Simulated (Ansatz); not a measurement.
C (graphite type, space group P6_3/mmc)

```
C
1.0
    2.45536     0.00000     0.00000
   -1.22768     2.12640     0.00000
    0.00000     0.00000     6.67065
C
4
Direct
  0.00000   0.00000   0.25000
  0.00000   0.00000   0.75000
  0.33333   0.66667   0.25000
  0.66667   0.33333   0.75000
```

Two coordinates are scanned: the volume, and the ratio of the stretch along z (the conventional c axis) to the stretch across it. Atoms keep their fractional coordinates.

The numbers are results of r2SCAN+rVV10 (plane waves to 500 eV, PAW, scalar-relativistic; Ansatz, a quantum-chemistry and plane-wave program), not measurements. k mesh 15×15×5 (Γ-centred), Fermi-Dirac smearing 0.05 eV. Stress and pressure are positive under compression. With partly filled bands, the response to shear is sensitive to the k mesh, so small differences along c/a are uncertain. C was relaxed with its symmetry unable to fall.

At one point of the scan the stress tensor (GPa) is:

```
   26.0      0.0      0.0
    0.0     26.0      0.0
    0.0      0.0      0.7
```

Task: Which point is it?
(A) V/V₀ = 0.973, (c/a)/(c/a)₀ = 1.053
(B) V/V₀ = 0.947, (c/a)/(c/a)₀ = 1.000
(C) V/V₀ = 1.000, (c/a)/(c/a)₀ = 1.027
(D) V/V₀ = 0.947, (c/a)/(c/a)₀ = 1.080

Result: B, V/V₀ = 0.947, (c/a)/(c/a)₀ = 1.000

(A scan under strain: stresses follow from slopes of the energy per volume, elastic moduli from its curvatures.)
